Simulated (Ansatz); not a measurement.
RPA correlation energy of Si

Computed with Ansatz (0.2 early development build): the random-phase approximation on Kohn-Sham orbitals, among the valence electrons of the potentials. The first cell is shown; energies are per atom.

```yaml
crystal:
  lattice:
    - [0.00000, 2.71850, 2.71850]
    - [2.71850, 0.00000, 2.71850]
    - [2.71850, 2.71850, 0.00000]
  atoms:
    - { symbol: Si, position: [0.00000, 0.00000, 0.00000] }
    - { symbol: Si, position: [0.25000, 0.25000, 0.25000] }
```

```yaml
occupations: fixed
plane-wave_cutoff: 310 eV
spin: none
long-wavelength_term: optical_limit
```

| atoms | functional | potentials | mesh | bands | response cutoffs (eV) | correlation at each (eV) | extrapolated | result (eV) | time |
| --- | --- | --- | --- | --- | --- | --- | --- | --- | --- |
| 2 | PBE | norm-conserving (standard table) | 6x6x6 | 100 in all | 150 175 200 | -5.983 -6.034 -6.067 | yes | -6.222 | 17 s on 8 threads of Grace, with other jobs on the host |
| 2 | r2SCAN | norm-conserving (standard table) | 6x6x6 | 100 in all | 150 175 200 | -5.718 -5.766 -5.798 | yes | -5.945 | 40 s on 4 threads of Grace (shared host) |

Limits of these runs: no spin-orbit coupling; small test settings, not converged.

Problem. How much of the correlation energy lies beyond the highest cutoff in the last run?

Solution. At 200 eV the sum gives -5.798 eV an atom and the result is -5.945 eV, so 2.5 % comes from the extrapolation.
